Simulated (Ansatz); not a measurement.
## Compressing P: a fit and a missing row

P, Cmce, a = 3.323 Å, b = 10.195 Å, c = 4.165 Å. Ansatz: PBE+D3(BJ), PAW, 420 eV, Γ-centred 14×14×10 mesh on 4 atoms, Gaussian smearing 0.10 eV; no spin polarisation. Shape and atoms are relaxed at each volume; pressure is positive in compression.

```
V (Å³/atom) P (GPa)
     16.048        ?
     16.577     1.82
     17.106     0.89
     17.635     0.00
     18.164    -0.76
     18.693    -1.35
```

Question: Take V0 = 17.635 Å³/atom, fit the third-order Birch–Murnaghan form to the other rows, and predict the missing pressure.

Answer: With the Eulerian strain f = ½[(V0/V)^(2/3) − 1] and y = P/[3f(1 + 2f)^(5/2)], the form is the line y = B0 + 1.5 B0 (B0′ − 4) f. Rows (f, y): 0.02105, 26.00; 0.01026, 27.48; -0.00976, 27.27; -0.01905, 26.03. Means f = 0.0006250, y = 26.695; Σ(Δf)² = 0.001005, ΣΔfΔy = 0.0004806; the slope is their ratio. y = 26.69 + 0.4782 f GPa, so B0 = 26.7 GPa and B0′ = 4 + 2 × (0.4782)/(3 × 26.69) = 4.01. At V = 16.048, f = 0.03244, y = 26.706 and P = 3.04 GPa. The run gave 2.88 GPa, so the fit is 0.16 GPa too high, 3.8 % of the span of the series, against an rms of 0.03 GPa on the fitted rows. The row lies outside the fitted range. A fourth-order term fitted to the same rows gives P = 2.66 GPa at this row's volume (the line 3.04, the run 2.88), no gain.